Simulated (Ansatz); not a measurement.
What strain does to WOTe (Janus 2H monolayer)

WOTe as a Janus 2H monolayer, relaxed with r2SCAN in the plane-wave code Ansatz. The sheet's in-plane cell has a = 3.173 Å, b = 3.173 Å (γ = 120.0°), and its outermost atoms lie 3.02 Å apart along the normal. W has 3 O at 2.12 Å and 3 Te at 2.68 Å; O has 3 W at 2.12 Å; Te has 3 W at 2.68 Å and 6 Te at 3.17 Å.

The axes x, y and z are those of this cell:
```
W O Te
1.0
     3.17296    0.00000    0.00000
    -1.58648    2.74786    0.00000
     0.00000    0.00000   30.64549
W O Te
1 1 1
Direct
  0.33333 0.66667 0.30339
  0.66667 0.33333 0.33811
  0.66667 0.33333 0.23954
```
Periodic in the plane only; c spans the vacuum.

Unstrained: PBE gives an indirect gap of 0.733 eV, from Γ to Γ–M (0.83 of the way from Γ); the least direct gap is 1.647 eV at k = (0.450, 0.100, 0). With r2SCAN the valence top lies at Γ and the conduction bottom at Γ–M (0.83 of the way from Γ), 0.859 eV higher; the smallest vertical gap, at k = (0.450, 0.100, 0), is 1.809 eV. The lowest empty level at K lies only 19 meV higher, so the place of the conduction bottom isn't settled. HSE06 gives an indirect gap of 1.278 eV, from Γ to Γ–M (0.83 of the way from Γ); the least direct gap is 2.324 eV at k = (0.450, 0.100, 0). Meshes: PBE 12×12×1, r2SCAN 12×12×1, HSE06 6×6×1. Strains are changes of length per length. After each strain the atoms were relaxed again with r2SCAN in this cell and within any symmetry left, so distortions that break it or need a larger cell weren't tested; points keep the names that they have in the unstrained zone. Values at 0 K without nuclear motion; spin polarisation is off, and the phase may be a hypothetical one.

Changes of the least gap in eV (an overlap counts as a negative gap):
```
                 strain  area change (%)  space group     PBE  r2SCAN   HSE06  energy rise, r2SCAN (meV/atom)
uniaxial -0.5 % along y             -0.5            –  +0.006  +0.006  +0.007                             0.4
in-plane biaxial +2.0 %             +4.0            –  -0.181  -0.213  -0.216                            14.0
uniaxial -0.5 % along x             -0.5            –  +0.005  +0.005  +0.007                             0.4
```

Uniaxial -0.5 % along y, other directions held. HSE06: the gap goes from 1.278 to 1.285 eV (+0.007 eV); with r2SCAN the top three valence levels at Γ, grouped 1+2 from the top over 1234 meV, become 1+1+1 over 1223 meV. Stress change with r2SCAN, compression positive: xx +0.18, yy +0.85 N/m.

In-plane biaxial +2.0 %. HSE06: the gap goes from 1.278 to 1.062 eV (-0.216 eV); the edges go from Γ → Γ–M (0.83) to Γ → K. Stress change with r2SCAN, compression positive: xx -3.68, yy -3.68 N/m.

Uniaxial -0.5 % along x, other directions held. HSE06: the gap goes from 1.278 to 1.285 eV (+0.007 eV); with r2SCAN the top three valence levels at Γ, grouped 1+2 from the top over 1234 meV, become 1+1+1 over 1223 meV. Stress change with r2SCAN, compression positive: xx +0.85, yy +0.18 N/m.

Spin-orbit coupling is left out, which matters wherever the heavy atoms make up the band edges.

Where an edge lies off the special points, it is a point of the mesh or the k point where a search put PBE's edge or least direct gap, reused for the other functionals, whose own edges may lie a little apart.

Coordinates of k points refer to the reciprocal vectors of the primitive cell of the runs.

The meshes of the hybrids are coarse, so their gaps aren't converged to the digits shown.

For some runs the program warns that the potential is rough where the density is thin, which bears on empty states near the vacuum.

The splittings at Γ are without spin-orbit coupling, which is tenths of an eV in such compounds, regroups them and changes the shifts of the gap.
